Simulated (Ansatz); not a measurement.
Rb2BaS2 (P-3m1) at 3 levels of theory

One geometry, relaxed with PBE; plane waves with PAW potentials in Ansatz, scalar-relativistic. No spin polarisation. Gaps are the least over mesh and band path; pressure is positive in compression.

```xyz
5
Lattice="4.9375 0.0000 0.0000 -2.4688 4.2760 0.0000 0.0000 0.0000 8.6244" Properties=species:S:1:pos:R:3 pbc="T T T"
Rb    2.4688    1.4253    3.1084
Rb    0.0000    2.8507    5.5160
Ba    0.0000    0.0000    0.0000
S     2.4688    1.4253    6.9173
S     0.0000    2.8507    1.7071
```

```json
{"level": "PBE", "cutoff (eV)": "420", "k mesh": "6×6×4", "gap (eV)": "2.30", "pressure (GPa)": "0.0"}
```

Problem. What comes out on the same cell with r2SCAN, LDA?

Solution.
```json
{"level": "r2SCAN", "cutoff (eV)": "500", "k mesh": "6×6×4", "gap (eV)": "2.68", "pressure (GPa)": "-0.3"}
{"level": "LDA", "cutoff (eV)": "420", "k mesh": "6×6×4", "gap (eV)": "2.01", "pressure (GPa)": "-2.5"}
```

Spin-orbit coupling matters for the bands of heavy elements and is left out.

It was reached by relaxing an invented guess, and it needn't be the stable form of this composition.
